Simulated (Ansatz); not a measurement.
SiRh:
```
CELL_PARAMETERS angstrom
      3.53450     0.00000     0.00000
     -1.76725     3.06097     0.00000
      0.00000     0.00000     5.49554
ATOMIC_POSITIONS crystal
  Rh 0.00000 0.00000 0.00000
  Rh 0.00000 0.00000 0.50000
  Si 0.33333 0.66667 0.25000
  Si 0.66667 0.33333 0.75000
```

Relaxed with PBE. Special points in fractions of this cell's reciprocal vectors: Γ (0.000, 0.000, 0.000); M (0.500, 0.000, 0.000); K (0.333, 0.333, 0.000); A (0.000, 0.000, 0.500); L (0.500, 0.000, 0.500); H (0.333, 0.333, 0.500).

Q: List the band energies nearest the Fermi level at these points for PBE (plane waves, PAW; program Ansatz).

A: In eV from the Fermi level; about four levels below and three above (degenerate sets whole), none deeper than 8.9 eV; points with the same levels are listed once.

```csv
k,below,above
Γ,-3.00 -3.00 -1.29 -1.29,1.59 2.84 2.84
M,-1.27 -1.22 -0.75 -0.23,3.11 3.81 6.18
K,-1.34 -1.34 -1.10 -1.02,1.52 1.52 3.40 3.40
A,-2.60 -2.60 -2.60 -2.60,1.31 1.31 5.16 5.16 5.16 5.16
L,-1.67 -1.67 -0.99 -0.99,2.71 2.71 5.21 5.21
H,-1.71 -1.71 -0.10 -0.10,0.29 0.29 5.93 5.93
```

Space group P6_3/mmc (NiAs type). A made-up cell: these elements were put on the sites of a structure type; neither database checked (COD, Materials Project) lists it. COD files the formula under space group No. 14, so this cell is another polymorph or a model. Whether it is the stable phase at ambient conditions was not checked. Symmetry was held in the PBE relaxation; whether a distortion lowers the energy is not shown. No spin polarisation was allowed. Scalar-relativistic: spin–orbit coupling is off unless named, which matters more the heavier the elements.

Potentials: the later of the program's two PAW sets.
